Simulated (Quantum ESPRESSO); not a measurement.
Kohn-Sham bands of Ba(ZnSi)$_{2}$ (I4/mmm)

```xyz
5
Lattice="4.5057 0.0000 0.0000 0.0000 4.5057 0.0000 -2.2528 -2.2528 5.0671" Properties=species:S:1:pos:R:3 pbc="T T T"
Ba     0.0000     0.0000     0.0000
Zn     0.0000    -2.2528     2.5336
Zn    -2.2528     0.0000     2.5336
Si    -2.2528    -2.2528     1.2213
Si     2.2528     2.2528    -1.2213
```

Cell from Materials Project (mp-1070267), symmetrised, no further relaxation. Not found in the COD (Crystallography Open Database) copy used; not checked further. Computed values, not measurements, from PBEsol: Quantum ESPRESSO (norm-conserving PseudoDojo potentials, cutoff 68 Ry, spinors with spin-orbit coupling) on a Γ-centred 4×4×4 mesh, then Wannier90. Density: 8×8×8 mesh, cold smearing 0.01 Ry. With spin-orbit coupling a semilocal functional can close or falsely invert a small gap; the band order was not checked against a better method.

Energies are relative to the Fermi level; weights are on the orthonormalised atomic waves of the pseudopotential files, averaged over the group. 58 electrons a cell are treated as valence.

| bands | from (eV) | to (eV) | filling | weight on atomic waves |
|---|---|---|---|---|
| 1–4 | -126.08 | -126.08 | filled | ___ |
| 5–8 | -82.44 | -82.44 | filled | ___ |
| 9–16 | -79.37 | -79.36 | filled | ___ |
| 17–18 | -27.43 | -27.39 | filled | ___ |
| 19–20 | -14.29 | -14.16 | filled | ___ |
| 21–24 | -12.60 | -12.09 | filled | ___ |
| 25–28 | -10.27 | -7.90 | filled | ___ |

Problem. Which atomic shells make up each group?

Solution. 
- 1–4, weight on atomic waves: Zn 3s 99 %
- 5–8, weight on atomic waves: Zn 3p 100 %
- 9–16, weight on atomic waves: Zn 3p 100 %
- 17–18, weight on atomic waves: Ba 5s 96 %
- 19–20, weight on atomic waves: Ba 5p 94 %
- 21–24, weight on atomic waves: Ba 5p 91 %
- 25–28, weight on atomic waves: Si 3s 42 %, Zn 3d 32 %, Zn 4s 10 %

No gap over 0.05 eV opens at the Fermi level at this level of theory; semilocal functionals close the gap of some real semiconductors.
